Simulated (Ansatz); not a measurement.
TaN (rock salt)

```yaml
crystal:
  lattice:
    - [0.00000, 2.18730, 2.18730]
    - [2.18730, 0.00000, 2.18730]
    - [2.18730, 2.18730, 0.00000]
  atoms:
    - { symbol: N, position: [0.00000, 0.00000, 0.00000] }
    - { symbol: Ta, position: [0.50000, 0.50000, 0.50000] }
```

E(V) scan at fixed shape, V₀ the volume above. Symmetry pins the atoms to their sites.

All values below come from PBEsol (plane waves to 420 eV, PAW, scalar-relativistic; Ansatz, a program for electronic structure). k mesh 18×18×18 (Γ-centred), Fermi-Dirac smearing 0.05 eV. E stands for the smeared free energy. Stress and pressure are positive under compression. Spin-orbit coupling is left out, though Ta is heavy. TaN is run without spin polarisation. TaN was relaxed with its symmetry unable to fall. The PAW data are Ansatz's earlier set. This is a high-temperature form of TaN. The zero of ΔE is the relaxed starting cell. The last digit holds for this mesh only.

| V (Å³/atom) | ΔE (meV/atom) |
|---|---|
| 9.418 | 141.1 |
| 9.627 | 86.8 |
| 9.837 | 47.0 |
| 10.046 | 20.1 |
| 10.255 | 4.8 |
| 10.465 | 0.0 |
| 10.674 | 4.5 |
| 10.883 | 17.4 |
| 11.093 | 37.8 |
| 11.302 | 64.9 |
| 11.511 | withheld |

Problem. Fit a third-order Birch-Murnaghan form (E₀, V₀, B₀, B₀′ free) to the given rows and predict ΔE at V = 11.511.

Solution. Least squares on the 10 given rows: ΔE = E₀ + (9V₀B₀/16)·y²·[2 + (B₀′ − 4)y], y = (V₀/V)^(2/3) − 1, with V₀ = 10.465 Å³/atom, B₀ = 356.9 GPa (160.2 GPa = 1 eV/Å³; the term in eV is multiplied by 1000), B₀′ = 4.43, E₀ = 0.01 meV/atom; root-mean-square residual 0.06 meV/atom. At 11.511 the fit gives 98.0 meV/atom; the calculation gives 98.1 meV/atom, so the extrapolation is off by -0.1 (-0.1 %). For the pressure the fit gives -27.5 GPa against the computed -27.6 GPa.

(Under strain, the slope of the energy per volume gives the stress and its curvature an elastic modulus.)
